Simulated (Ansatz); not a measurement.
## What DFT gives for KV2

```
V K
1.0
     2.87515    4.97991    0.00000
    -2.87515    4.97991    0.00000
     0.00000    0.00000    9.38712
V K
8 4
Direct
  0.00000 0.00000 0.00000
  0.00000 0.00000 0.50000
  0.83300 0.83300 0.25000
  0.16700 0.66600 0.75000
  0.33400 0.83300 0.25000
  0.16700 0.16700 0.75000
  0.83300 0.33400 0.25000
  0.66600 0.16700 0.75000
  0.33330 0.33340 0.06300
  0.66660 0.66670 0.56300
  0.33330 0.33340 0.43700
  0.66670 0.66670 0.93700
```

The numbers come from plane-wave PAW DFT (Ansatz): a composed functional ({exchange: slater, correlation: lda}), no spin polarisation, 420 eV, 7×7×4 Γ-centred k points, fermi-dirac occupations (width 0.0984 eV). Nothing was relaxed.

Q: How is the charge shared?

A: Bader charges in e: K +0.50, V -0.25. In the mean K gives up most and V takes most.

Q: Is the cell too large or too small?

A: The pressure is -8.2 GPa (compression positive), so with the atoms held at these fractions the cell would first shrink; the forces are large, so a full relaxation may end otherwise. The principal stresses -9.0, -7.8, -7.8 GPa differ, so its shape would change too.

Q: What happens at the Fermi level?

A: It is a metal, with about 28 states/eV a cell as the mean within 0.25 eV of the Fermi level, mostly V d (86 %).

Q: What do density and ELF say about some of the short contacts?

A: V–V at 2.87 Å: least valence density 0.23 e/Å³ and ELF 0.40 there. V–K at 3.37 Å: least valence density 0.08 e/Å³ and ELF 0.09 there. K–K at 3.51 Å: least valence density 0.04 e/Å³ and ELF 0.03 there. Both are smooth PAW fields, read partly inside the augmentation spheres.

Q: Which atom feels the largest force, and which way?

A: The largest is on V3 (and as large on other atoms): 1.56 eV/Å, components (0.00, 1.56, 0.00). It makes 150° with the line to a nearest neighbour, V5 at 2.87 Å, pointing away from it.

Origin: a known structure type with other elements, at an estimated volume, so it need not be a known compound. Caveats: no spin polarisation, so a magnetic state may lie lower; atoms or cell far from equilibrium.
